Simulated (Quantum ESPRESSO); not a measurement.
## Strain and stress in RuSnTiWZr4

These are calculations, not measurements. They come from Quantum ESPRESSO 7.5, a public plane-wave density functional program. Each row is one single-point run on a made-up periodic cell of eight metal atoms, with elements, volume, strain and displacements drawn at random and not relaxed, so a cell may be unstable or far from any real phase. There is no spin polarisation or spin-orbit coupling.

Settings: PBE unless stated; PseudoDojo standard norm-conserving files; Fermi-Dirac width 0.25 eV, which means electrons at about 2900 K; cutoff 1143 eV; 5 x 5 x 5 k mesh shifted half a step off Gamma. E is the free energy of the whole cell (internal energy minus TS), so a -TS column is already part of it. Stress is positive in tension, and the pressure P is minus a third of its trace.

Checks: one run of this series was repeated at a higher cutoff and on a denser mesh, which moved values by no more than 0.002 eV, 0.02 GPa and 0.003 eV/Å, and a second program with other atomic files agreed on it to 2 % rms in force and 0.5 GPa in pressure. Known limits: the tin pseudopotential is less sure than most, with forces differing by about three percent from a second method on plain tin; heavy elements are run without spin-orbit coupling, which real alloys of them have; a spin test at this wide smearing found no moment, but such smearing suppresses magnetism that the real alloy may have.

The lattice is hexagonal close-packed, and the cell vectors in Å are (0.039, 5.418, -0.021); (3.051, 0.003, 5.000); (3.118, 0.042, -5.041), a volume of 167.77 Å³ in run 4. The elements on sites 1 to 8 are Zr Ru W Zr Sn Zr Ti Zr. Each run adds the same stretch e on all three axes to one drawn cell, with the atoms carried along. E is counted from run 4.

```
run  e (%)  s_xx (GPa)  s_yy (GPa)  s_zz (GPa)  s_xy (GPa)  P (GPa)  E (meV)
  1  -1.77        3.00        1.03       -1.92        0.49    -0.70   -131.7
  2  -1.53        3.84        1.86       -1.00        0.48    -1.56   -123.5
  3  -0.75           ?           ?           ?           ?        ?        ?
  4  -0.39        7.45        5.47        2.97        0.43    -5.30      0.0
  5   0.73       10.46        8.50        6.32        0.39    -8.43    246.2
  6   1.38       12.00       10.06        8.04        0.36   -10.03    441.2
  7   2.31       13.93       12.03       10.23        0.32   -12.06    779.7
```

## Worked fit

A parabola through the runs shown gives P = -6.44 - 2.887 e + 0.197 e² GPa with e in per cent, an error of 0.005 on the linear term and a scatter of 0.02 GPa. The atoms are clamped and the cell is already under stress, so the slope belongs to this path and is not an elastic constant of a real alloy.

## Withheld run

Question: what P should run 3 give?

The fit gives -4.16 ± 0.02 GPa. The calculation gave -4.18 GPa.
